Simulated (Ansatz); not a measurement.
Zr2Cu:
```yaml
crystal:
  lattice:
    - [-1.59380, 1.59380, 5.52074]
    - [1.59380, -1.59380, 5.52074]
    - [1.59380, 1.59380, -5.52074]
  atoms:
    - { symbol: Cu, position: [0.00000, 0.00000, 0.00000] }
    - { symbol: Zr, position: [0.34650, 0.34650, 0.00000] }
    - { symbol: Zr, position: [0.65350, 0.65350, 0.00000] }
```

Relaxed with PBEsol.

Problem. Map the electron localisation function on the plane through (0.000, 0.000, 0.000) spanned by u = [1, 1, 0] and v = [1, -1, 0] in lattice vectors, from plane-wave PAW PBEsol (Ansatz code).

Solution. x is the fraction of u, y of v (the angle between them is 90°; rows are the nearest grid lines); atoms in the plane: Cu at (0.00, 0.00), Cu at (0.50, 0.50), Zr at (0.35, 0.00), Zr at (0.85, 0.50), Zr at (0.15, 0.50), Zr at (0.65, 0.00).
```
y \ x   0.000  0.100  0.175  0.275  0.375  0.450  0.550  0.625  0.725  0.825  0.900   1.00
------  -----  -----  -----  -----  -----  -----  -----  -----  -----  -----  -----  -----
1.00    0.932  0.210  0.576  0.706  0.466  0.150  0.150  0.466  0.706  0.576  0.210  0.932
0.913   0.532  0.257  0.529  0.548  0.779  0.130  0.130  0.779  0.548  0.529  0.257  0.532
0.826   0.197  0.298  0.263  0.180  0.643  0.178  0.178  0.643  0.180  0.263  0.298  0.197
0.783   0.195  0.203  0.147  0.143  0.278  0.254  0.254  0.278  0.143  0.147  0.203  0.195
0.696   0.349  0.248  0.476  0.243  0.193  0.218  0.218  0.193  0.243  0.476  0.248  0.349
0.609   0.282  0.750  0.788  0.222  0.399  0.205  0.205  0.399  0.222  0.788  0.750  0.282
0.522   0.201  0.799  0.337  0.175  0.393  0.296  0.296  0.393  0.175  0.337  0.799  0.201
0.478   0.201  0.799  0.337  0.175  0.393  0.296  0.296  0.393  0.175  0.337  0.799  0.201
0.391   0.282  0.750  0.788  0.222  0.399  0.205  0.205  0.399  0.222  0.788  0.750  0.282
0.304   0.349  0.248  0.476  0.243  0.193  0.218  0.218  0.193  0.243  0.476  0.248  0.349
0.217   0.195  0.203  0.147  0.143  0.278  0.254  0.254  0.278  0.143  0.147  0.203  0.195
0.174   0.197  0.298  0.263  0.180  0.643  0.178  0.178  0.643  0.180  0.263  0.298  0.197
0.0870  0.532  0.257  0.529  0.548  0.779  0.130  0.130  0.779  0.548  0.529  0.257  0.532
0.000   0.932  0.210  0.576  0.706  0.466  0.150  0.150  0.466  0.706  0.576  0.210  0.932
```

The density is the valence pseudo-density with augmentation charge, so density and ELF within about 1 Å of a nucleus are not all-electron values.

Space group I4/mmm (MoSi2 or CaC2 type). The workflow started from an entry of the Crystallography Open Database (COD), which files this formula under 2 space groups. Whether it is the stable phase at ambient conditions was not checked. The PBEsol relaxation kept the symmetry of its start; whether a distortion lowers the energy is not shown. No spin polarisation was allowed.

Potentials: the later of the program's two PAW sets.
